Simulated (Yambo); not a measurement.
Yambo run on FeP2 (space group Pnnm, No. 58). The wavefunctions are norm-conserving LDA (Quantum ESPRESSO, 90 Ry, scalar-relativistic) ones on a 2×2×4 mesh (26 occupied bands); a = 4.918 Å, b = 5.627 Å, c = 2.715 Å, α = β = γ = 90.00°.

Yambo input:

```
rim_cut
gw0
dyson
el_el_corr
HF_and_locXC
ppa
em1d
RandQpts= 1000000
RandGvec= 1 Ry
EXXRLvcs= 90 Ry
VXCRLvcs= 360 Ry
Chimod= "HARTREE"
% BndsRnXp
 9 | 63 |
%
NGsBlkXp= 8 Ry
% LongDrXp
 1.0 | 1.0 | 1.0 |
%
PPAPntXp= 27.2114 eV
% GbndRnge
 1 | 63 |
%
GTermKind= "BG"
DysSolver= "n"
ExtendOut
% QPkrange
 1 | 1 | 26 | 26 |
 2 | 2 | 26 | 27 |
%
```

k points by index: 1 = Γ, 2 = (0, 0, 0.25).

Resulting energies as the program prints them:

```
#    K-point    Band    Eo [eV]    E [eV]    E-Eo [eV]    Vxc [eV]    Vnlxc [eV]    Sc|Eo [eV]    Sc|E [eV]    dSc/dw|Eo [eV]    Re(Z)    Im(Z)
#
    1    26    0.000000    0.747022    0.747022    -27.23797    -32.19378    6.029658    5.702830    -11.90795    0.695594    -0.001948
    2    26    -0.563022    0.092649    0.655670    -24.04560    -28.47274    5.352223    5.082811    -11.18363    0.708717    -0.001773
    2    27    0.338001    1.175429    0.837428    -24.35591    -21.09272    -2.092878    -2.425768    -10.81603    0.715568    -0.001829
```
(The two width columns are left out.) Convergence of these settings isn't established.

Geometry of the Materials Project entry, not relaxed at this level.

The structure is a Materials Project entry; no match was found in the copy of COD used, and its stability was not checked.

The runs are not spin-polarised; magnetic order was not tried.
